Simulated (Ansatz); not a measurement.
TaSi₂:
```
CELL_PARAMETERS angstrom
     -1.62701     1.62701     4.07824
      1.62701    -1.62701     4.07824
      1.62701     1.62701    -4.07824
ATOMIC_POSITIONS crystal
  Ta 0.00000 0.00000 0.00000
  Si 0.33166 0.33166 0.00000
  Si 0.66834 0.66834 0.00000
```

Relaxed with PBEsol. Special points in fractions of this cell's reciprocal vectors: Γ (0.000, 0.000, 0.000); X (0.000, 0.000, 0.500); P (0.250, 0.250, 0.250); N (0.000, 0.500, 0.000); M (0.500, 0.500, -0.500); S (0.290, 0.710, -0.290); S0 (-0.290, 0.290, 0.290); R (-0.080, 0.080, 0.500); G (0.500, 0.500, -0.080).

Q: List the band energies nearest the Fermi level at these points for PBEsol (plane waves, PAW; program Ansatz).

A: In eV from the Fermi level; about four levels below and three above (degenerate sets whole), none deeper than 8.9 eV; points with the same levels are listed once.

| k | below | above |
|---|---|---|
| Γ | -3.26 -1.70 -1.51 -1.51 | 2.63 3.35 3.76 |
| X | -4.75 -3.78 -1.98 -0.49 | 3.06 4.75 4.97 |
| P | -5.39 -5.39 -2.12 -1.17 -1.17 | 0.73 5.09 5.12 5.12 |
| N | -4.47 -3.73 -1.38 -1.12 | 1.26 3.50 4.43 |
| M | -2.23 -1.22 | 0.13 0.13 1.05 1.05 |
| S | -6.35 -1.58 -1.51 -1.05 | 1.35 2.92 4.31 |
| R | -3.89 -3.26 -1.85 -0.89 | 2.50 3.86 4.50 |

Space group I4/mmm (MoSi2 or CaC2 type). A made-up cell: these elements were put on the sites of a structure type; neither database checked (COD, Materials Project) lists it. COD files the formula under space group No. 180, 181, so this cell is another polymorph or a model. Its standing as an ambient phase is unchecked. The cell was relaxed with PBEsol under the symmetry of its start; of distortions, only those at the zone centre were tested. The run is not spin-polarised. Scalar-relativistic: spin–orbit coupling is off unless named, which matters more the heavier the elements.

Potentials: the later of the program's two PAW sets.
